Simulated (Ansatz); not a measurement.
Consider the following.

MgS:
```yaml
crystal:
  lattice:
    - [0.00000, 2.59706, 2.59706]
    - [2.59706, 0.00000, 2.59706]
    - [2.59706, 2.59706, 0.00000]
  atoms:
    - { symbol: Mg, position: [0.00000, 0.00000, 0.00000] }
    - { symbol: S, position: [0.50000, 0.50000, 0.50000] }
```

This is the HSE06-relaxed structure.

Task: All from plane-wave PAW HSE06 (Ansatz code), unless another level is named. Predict the band gap.

Result: 3.82 eV (indirect).

Task: What about the smallest direct gap on the standard path?

Result: 4.87 eV.

Task: Predict the valence-band maximum.

Result: at Γ.

Task: And the conduction-band minimum?

Result: at X (3 equivalent valleys).

Space group Fm-3m (rock salt). Symmetry was held in the HSE06 relaxation. The hybrid was solved on a coarse mesh, the path and, where they were found, the r²SCAN edge points; its band edges are the extreme levels among these.

Potentials: the earlier of the program's two PAW sets. The files were generated under PBE; for other functionals the program regenerates the frozen cores, and for LDA and PBEsol the local potential too.
